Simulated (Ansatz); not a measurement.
**From the elastic tensor of Cd$_{4}$Se$_{3}$S to moduli and sound speeds**

Theory: DFT PBE, scalar-relativistic, plane waves, PAW in Ansatz 0.2.0. Plane waves to 420 eV; Γ-centred k mesh 6×6×6; fixed occupations. No spin polarisation.

Space group P-43m (No. 215), cubic, a = 6.128 Å. Around Cd lie 1 S at 2.59 Å and 3 Se at 2.68 Å; around Se lie 4 Cd at 2.68 Å; S has 4 Cd at 2.59 Å.

It was reached by relaxing an invented guess, and it needn't be the stable form of this composition.

Relaxed-ion constants (GPa, on the Cartesian axes of the calculation):
C11 = 58.8, C12 = 40.7, C13 = 40.7, C22 = 58.8, C23 = 40.7, C33 = 58.8, C44 = 22.4, C55 = 22.4, C66 = 22.4 GPa; the others vanish.

Density 5.186 g/cm³; 8 atoms in 230.11 Å³.

With S = C⁻¹: B_V = (C11+C22+C33+2(C12+C13+C23))/9, G_V = (C11+C22+C33−C12−C13−C23+3(C44+C55+C66))/15, 1/B_R = S11+S22+S33+2(S12+S13+S23), 15/G_R = 4(S11+S22+S33−S12−S13−S23)+3(S44+S55+S66); Hill is their mean. Then v_l = √((B+4G/3)/ρ), v_t = √(G/ρ), v_m = [(2/v_t³+1/v_l³)/3]^(−1/3) and Θ = (ħ/k_B)·v_m·(6π²n/V)^(1/3) for n atoms in the volume V; E = 9BG/(3B+G), ν = (3B−2G)/(2(3B+G)) and A^U = 5G_V/G_R + B_V/B_R − 6.

| Item | Value |
| --- | --- |
| Bulk modulus, Voigt / Reuss / Hill | 46.7 / 46.7 / 46.7 GPa |
| Shear modulus, Voigt / Reuss / Hill | 17.1 / 14.1 / 15.6 GPa |
| Young's modulus | 42 GPa |
| Poisson ratio | 0.350 |
| Pugh ratio B/G | 3.00 (over 1.75, the rule of thumb for ductile) |
| Universal anisotropy index | 1.05 |
| Longitudinal and transverse sound speeds | 3608 and 1733 m/s |
| Debye temperature from the mean sound speed | 189 K |
